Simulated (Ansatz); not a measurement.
TiRe (Pm-3m), two-dimensional strain map

Computed with DFT r2SCAN, scalar-relativistic, plane waves, PAW in Ansatz 0.2.0. Cutoff 500 eV, Γ-centred 16×16×16 k-points, Gaussian smearing of 0.15 eV. Spin–orbit coupling is left out, which can shift energies with elements as heavy as these. No spin polarisation. Energies are free energies at this smearing, counted from the undisturbed cell; pressure is positive in compression.

The starting cell (as given, not relaxed at this level; it stands at -3.2 GPa, and it needn't be the usual structure):

```xyz
2
Lattice="3.1180 0.0000 0.0000 0.0000 3.1180 0.0000 0.0000 0.0000 3.1180" Properties=species:S:1:pos:R:3 pbc="T T T"
Ti    1.5590    1.5590    1.5590
Re    0.0000    0.0000    0.0000
```

The cell is strained by p along both x and y and by q along z, fractional coordinates fixed. Points are written (p, q).

Energy above the undisturbed cell in meV/atom (a dash: not computed):

| p \ q | -0.080 | -0.040 | 0.000 | 0.040 | 0.080 |
| --- | --- | --- | --- | --- | --- |
| -0.080 | 731.1 | 492.9 | 343.4 | 262.7 | 235.5 |
| -0.040 | 297.3 | – | 62.8 | – | 78.0 |
| 0.000 | 105.1 | 16.8 | 0.0 | 36.2 | 113.1 |
| 0.040 | 90.0 | – | 94.3 | – | 288.6 |
| 0.080 | 203.2 | 225.1 | 301.0 | – | 562.6 |

Pressure in GPa:

| p \ q | -0.080 | -0.040 | 0.000 | 0.040 | 0.080 |
| --- | --- | --- | --- | --- | --- |
| -0.080 | 91.0 | 69.0 | 51.2 | 36.7 | 24.7 |
| -0.040 | 49.6 | – | 18.9 | – | -0.5 |
| 0.000 | 20.6 | 7.2 | -3.2 | -11.3 | -17.5 |
| 0.040 | 0.3 | – | -18.1 | – | -28.5 |
| 0.080 | -13.9 | -21.9 | -27.9 | – | -35.3 |